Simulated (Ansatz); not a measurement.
This cell of BAs (zinc blende) is off equilibrium:

```xyz
4
Lattice="0.0000 4.7826 4.7826 2.3913 0.0000 2.3913 2.3913 2.3913 0.0000" Properties=species:S:1:pos:R:3 pbc="T T T"
As     3.5857     3.5891     3.5835
As     3.5881     5.9760     5.9816
B     -0.0095     0.0173    -0.0268
B      2.4008     4.7653     2.4181
```

Calculation: r2SCAN (plane waves to 500 eV, PAW, scalar-relativistic; Ansatz, a first-principles code). k mesh 6×12×12 (Γ-centred), Fermi-Dirac smearing 0.05 eV. Compression counts positive. BAs was relaxed with its symmetry unable to fall. The PAW data are Ansatz's earlier set.

Problem. Predict the force on every atom, in eV/Å.

Solution. 
```tsv
atom	Fx	Fy	Fz
As1	0.174	-0.285	0.426
As2	-0.123	0.256	-0.411
B3	0.144	-0.294	0.470
B4	-0.195	0.323	-0.485
```

(A displaced cell: forces are minus the slopes of the energy, force constants its curvatures, and phonons follow from these.)
